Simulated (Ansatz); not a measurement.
Space group Pm-3m (No. 221). a = 4.127 Å, b = 4.127 Å, c = 4.127 Å, α = 90.00°, β = 90.00°, γ = 90.00°
```csv
atom,site,symmetry,x,y,z
Ca,1b,m-3m,0.5000,0.5000,0.5000
B,6e,4m.m,0.0000,0.0000,0.2984
```

Equation of state of this CaB$_{6}$ structure (not necessarily the ground state), with shape and atoms relaxed at each volume where symmetry leaves them free. Theory: Ansatz 0.2.0, DFT PBEsol, scalar-relativistic, plane waves, PAW.

Cutoff 420 eV; k points 10×10×10 on the computed 7-atom cell (Γ-centred); Gaussian smearing, width 0.10 eV; no spin polarisation.

| V (Å³/atom) | E − E(largest V) (meV/atom) | P (GPa) | gap on mesh (eV) |
| --- | --- | --- | --- |
| 8.839 | 42.20 | 24.44 | 0.00 |
| 9.140 | 3.39 | 17.00 | 0.05 |
| 9.441 | -22.36 | 10.53 | 0.12 |
| 9.743 | -36.76 | 4.90 | 0.12 |
| 10.044 | -41.25 | 0.00 | 0.04 |
| 10.345 | -37.14 | -4.28 | 0.04 |
| 10.647 | -25.52 | -8.00 | 0.04 |
| 11.049 | 0.00 | -12.24 | 0.00 |

**Question.** Fit a third-order Birch–Murnaghan equation to E(V).

**Answer.** V0 = 10.04 Å³/atom, B0 = 152 GPa, B0' = 3.6.

Cost: 8 runs of about 1.4 core-minutes in all, on Intel Xeon Platinum 8488C (Sapphire Rapids) (shared hosts).